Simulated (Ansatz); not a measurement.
A relaxed cell of YZr3 is given with its symmetry left out. The cell was found from a structure generator's guess, not taken from experiment.

All numbers below come from DFT PBE, scalar-relativistic, plane waves, PAW (Ansatz 0.2.0). Cutoff 420 eV, Γ-centred mesh, Gaussian smearing, no spin polarisation.

```
CELL_PARAMETERS angstrom
3.21247 0.00000 0.00000
0.00000 3.21247 0.00000
0.00000 0.00000 9.79866
ATOMIC_POSITIONS crystal
Y 0.00000 0.00000 0.00000
Zr 0.50000 0.50000 0.72649
Zr 0.00000 0.00000 0.50000
Zr 0.50000 0.50000 0.27352
```

The zero of energy is the elements' standard structures at the same level; no fitted shifts are applied.

Problem. Find its symmetry and describe it.

Solution. P4/mmm (No. 123), with Y and Zr ordered on fcc sites. Conventional cell: a = 3.212 Å, c = 9.799 Å. Around Y lie 4 Y at 3.21 Å and 8 Zr at 3.51 Å; Zr on a site of symmetry 4mm is surrounded by 8 Zr at 3.18–3.21 Å and 4 Y at 3.51 Å; around Zr on a site of symmetry 4/mmm lie 12 Zr at 3.18–3.21 Å.

Problem. How far does it lie from the elements in energy?

Solution. +0.09 eV/atom. A positive value: parting into the elements would lower its energy.

Problem. Is it a metal?

Solution. Yes, bands cross the Fermi level on the 14×14×6 mesh.

The last run used a 14×14×6 mesh (in the run's order of axes) for its 4-atom cell and Gaussian smearing of 0.10 eV. Symmetry constrained the relaxation, so the result can be a saddle point.
